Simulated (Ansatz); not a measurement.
Problem. Name crystals whose computed values (the program Ansatz at the PBEsol level (PAW)) fall in these windows: Θ_D (K) 1100 to 1400; B₀ by P(V) fit (GPa) 280 to 330.

Solution. 

| crystal | Θ_D (K) | B₀ by P(V) fit (GPa) |
|---|---|---|
| Si3N4, Fd-3m (Si on 16c, Si on 8b, N on 32e) | 1290 | 308 |
Others may fit too.

The cell was relaxed under the symmetry of its start.

Potentials: the earlier of the program's two PAW sets.
